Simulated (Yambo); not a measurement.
# SnS monolayer: sweep of GW parameters

G0W0@PBEsol for a free-standing SnS monolayer (symmetry Pmn2_1, slab cell 15.9 Å high) in Yambo. Reference settings: 4×4×1 Γ-centred k mesh, 187 bands and a 7 Ry block in the screening, 187 bands in G with the Bruneval-Gonze terminator, plasmon pole fitted at 27.2 eV, slab-truncated Coulomb interaction, stochastic integration of W near q = 0. The PBEsol gap Γ → Γ on this mesh is 1.73 eV; G0W0 gaps are taken between the same points.

```
change from the reference       G0W0 gap Γ → Γ (eV)  shift of the valence edge (eV)        rough Yambo cost
------------------------------  -------------------  ------------------------------  ----------------------
reference settings                             2.69                           -0.75                       1
70 bands in W, 70 bands in G                   2.59                           -0.44               about 1/3
120 bands in W, 120 bands in G                 2.64                           -0.63  within a factor of two
70 bands in G                                  2.67                           -0.65                       –
120 bands in G                                 2.68                           -0.72                       –
86 bands in W                                  2.62                           -0.57               about 1/2
no stochastic integration of W                 4.16                           -1.55                       –
3 Ry block                                     2.46                           -0.47               about 1/2
pole fitted at 15 eV                           2.64                           -0.65                       –
120 bands in G, no terminator                  2.55                           -0.44                       –
no terminator                                  2.61                           -0.58                       –
```

The reference isn't shown to be the converged limit. Costs are rough (shared machines), scaled to the same edge states, and given only for runs that recompute the screening. In the run with 187 bands and a 7 Ry block, which covers more k points, the smallest G0W0 gap is 2.64 eV, (-0.5, 0) → Γ. The mesh misses a band edge: along a dense path the PBEsol gap is 1.29 eV against 1.73 eV on the mesh. Without the stochastic integration, the mesh misses the sharp change of W near q = 0 in a layer: the 1.46 eV of that row are a sampling artefact.

Spin-orbit splittings are left out.

The standard potential for Sn keeps a d shell in the valence without the s and p states of that shell. In tests on such compounds this moved G0W0 gaps by up to about 0.9 eV, so absolute quasiparticle energies here are unreliable; differences between settings are what counts.

Geometry relaxed with PBEsol; primitive cell a = 4.0821 Å, b = 4.0476 Å, c = 15.9000 Å, α = 90.00°, β = 90.00°, γ = 90.00°.

This is a model layer cut from the bulk structure; whether it is stable on its own was not checked.

A shift is the quasiparticle energy of the state minus its PBEsol energy.
